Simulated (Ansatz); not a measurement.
Os (hcp (Mg type), P6_3/mmc) under volume change, plane-wave PAW LDA (Ansatz code), shape and atoms relaxed at each volume.

```csv
V (Å³/atom),E − E(relaxed) (meV/atom),P (GPa)
12.466,185.6,52.75
12.877,77.6,32.08
13.288,18.3,14.67
13.699,0.0,-0.01
14.110,16.3,-12.36
14.521,61.7,-22.73
14.932,131.5,-31.43
```

Q: What does a third-order Birch–Murnaghan fit give for V₀, B₀ and B′?

A: V₀ = 13.70 Å³/atom, B₀ = 447 GPa, B′ = 4.7.

The cell was relaxed with LDA under the symmetry of its start. The run is not spin-polarised. Spin–orbit coupling is left out wherever it is not named.

Potentials: the later of the program's two PAW sets.
